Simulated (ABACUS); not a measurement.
# Refining one setting for InP (F-43m, 2 atoms in the cell; from Materials Project mp-20351, lattice scaled a little)

```
InP
1.0
    0.00000     2.96437     2.96437
    2.96437     0.00000     2.96437
    2.96437     2.96437     0.00000
In P
1 1
Direct
  0.00000   0.00000   0.00000
  0.25000   0.25000   0.25000
```

Method: PBE, PseudoDojo 0.5 standard norm-conserving PBE (tails mended) pseudopotentials (plane waves; ABACUS).

The structure comes from a collection of computed structures, made at another level of theory; the collection holds predicted forms beside known ones. Its lattice was then scaled.

Held fixed: KPT = MP 5 5 5 0 0 0; basis_type = pw; smearing_method = fd; smearing_sigma = 0.00367493 Ry; potentials = PseudoDojo 0.5 standard norm-conserving PBE (tails mended); symmetry = 1; ks_solver = cg; scf_nmax = 100; scf_thr = 1.0e-09 Ry; mixing_type = broyden; mixing_beta = 0.7.

ΔF is the free energy per atom less that of the last row (140 Ry).

The series runs over ecutwfc = 28 Ry; 35 Ry; 42 Ry; 49 Ry; 56 Ry; 63 Ry; 70 Ry; 80.5 Ry; 91 Ry; 105 Ry; 122.5 Ry; 140 Ry.

**Question.** From which setting on does the pressure stay within 0.2 GPa of the last one?

**Answer.** From ecutwfc = 70 Ry on; the one before it is off by 0.37 GPa. The value it settles on is 1.0 GPa at this level of theory and with the other settings as held.

**Question.** From which setting on does the energy stay within 5 meV/atom of the last one?

**Answer.** From ecutwfc = 63 Ry on; the one before it is off by 48 meV/atom.

| ecutwfc | ΔF (meV/atom) | pressure (GPa) | plane waves | iterations |
|---|---|---|---|---|
| 28 Ry | 22015.3 | -365.55 | 893 | 10 |
| 35 Ry | 7226.8 | -179.89 | 1244 | 12 |
| 42 Ry | 1924.2 | -68.46 | 1639 | 9 |
| 49 Ry | 376.2 | -18.41 | 2085 | 12 |
| 56 Ry | 48.4 | -2.63 | 2520 | 10 |
| 63 Ry | 3.5 | 0.67 | 2992 | 10 |
| 70 Ry | 0.65 | 1.04 | 3503 | 10 |
| 80.5 Ry | 0.44 | 1.03 | 4305 | 10 |
| 91 Ry | 0.35 | 1.04 | 5177 | 10 |
| 105 Ry | 0.17 | 1.03 | 6403 | 10 |
| 122.5 Ry | 0.10 | 1.04 | 8088 | 10 |
| 140 Ry | 0.00 | 1.04 | 9871 | 10 |

At a cut-down plane-wave cutoff the stress holds a Pulay term: a spurious tension from the incomplete basis, which lowers the pressure; energies, forces and gaps of such rows are unconverged too.

“Tails mended”: in these copies of the files the far tail of each local potential was reset to the Coulomb form.
